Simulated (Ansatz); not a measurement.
Relaxing Ti2C

Method: Ansatz 0.2.0, DFT PBEsol, scalar-relativistic, plane waves, PAW. (420 eV cutoff, 8×8×8 k-mesh, Gaussian smearing of 0.10 eV, no spin polarisation)

What was changed: relaxed at 1 GPa.

Command:

```bash
ansatz run input.yaml --threads 2 --pin off --max-ram 5120MiB --backend cpu --events-out ev --progress --plain --runs-dir out
```

Input:

```yaml
crystal:
  lattice:
    - [0.0, 4.2602357183, 4.2602357183]
    - [4.2602357183, 0.0, 4.2602357183]
    - [4.2602357183, 4.2602357183, 0.0]
  atoms:
    - { symbol: Ti, position: [0.8572739443, 0.3809086852, 0.3809086852] }
    - { symbol: Ti, position: [0.3809086852, 0.3809086852, 0.3809086852] }
    - { symbol: Ti, position: [0.3809086852, 0.3809086852, 0.8572739443] }
    - { symbol: Ti, position: [0.8690913148, 0.3927260557, 0.8690913148] }
    - { symbol: Ti, position: [0.8690913148, 0.8690913148, 0.8690913148] }
    - { symbol: Ti, position: [0.3927260557, 0.8690913148, 0.8690913148] }
    - { symbol: Ti, position: [0.8690913148, 0.8690913148, 0.3927260557] }
    - { symbol: Ti, position: [0.3809086852, 0.8572739443, 0.3809086852] }
    - { symbol: C, position: [0.625, 0.625, 0.625] }
    - { symbol: C, position: [0.125, 0.625, 0.625] }
    - { symbol: C, position: [0.625, 0.625, 0.125] }
    - { symbol: C, position: [0.625, 0.125, 0.625] }
basis:
  ecutwfc: 420
kpoints:
  mp_grid: { grid: [8, 8, 8] }
hamiltonian:
  xc: pbesol
scf:
  occupations: { method: gaussian, width: 0.1 }
output:
  forces: true
  stress: true
  eigenvalues: true
relax:
  adjacent_minimum: "off"
  f_tol: 0.008
  max_steps: 50
  cell: { stress_tol: 0.08, p_target: 1.0 }
```

F is the free energy. Steps run on the plane waves of an earlier cell, but the last one, and at times one on the way, on a freshly chosen basis, so a repeated geometry can differ a little in energy. The relaxation lowers the enthalpy F + PV at the target pressure, so F itself can rise.

Steps:

| step | F − F(1) (eV) | largest force component (eV/Å) | V (Å³/atom) | P (GPa) |
| --- | --- | --- | --- | --- |
| 1 | 0.0000 | 0.067 | 12.887 | 1.97 |
| 2 | -0.0042 | 0.004 | 12.909 | 1.23 |
| 3 | -0.0067 | 0.005 | 12.948 | 0.82 |
| 4 | -0.0058 | 0.000 | 12.930 | 1.00 |
| 5 | -0.0062 | 0.000 | 12.930 | 1.00 |

Relaxed structure:

```xyz
12
Lattice="0.0000 4.2650 4.2650 4.2650 0.0000 4.2650 4.2650 4.2650 0.0000" Properties=species:S:1:pos:R:3 pbc="T T T"
Ti    3.2474    5.2826    5.2826
Ti    3.2474    3.2474    3.2474
Ti    5.2826    5.2826    3.2474
Ti    5.3799    7.4151    5.3799
Ti    7.4151    7.4151    7.4151
Ti    7.4151    5.3799    5.3799
Ti    5.3799    5.3799    7.4151
Ti    5.2826    3.2474    5.2826
C     5.3312    5.3312    5.3312
C     5.3312    3.1987    3.1987
C     3.1987    3.1987    5.3312
C     3.1987    5.3312    3.1987
```

It takes space group Fd-3m (No. 227, cubic). The conventional cell has a = 8.530 Å, b = 8.530 Å, c = 8.530 Å, α = 90.00°, β = 90.00°, γ = 90.00°. Around Ti (site symmetry 3m) lie 3 C at 2.08 Å. C (site symmetry -3m) is surrounded by 6 Ti at 2.08 Å.

The run converged. Time: 2.5 min on 2 threads of Intel(R) Xeon(R) Processor @ 2.50GHz (Skylake/Cascade Lake), on a shared host, peak memory 0.68 GiB.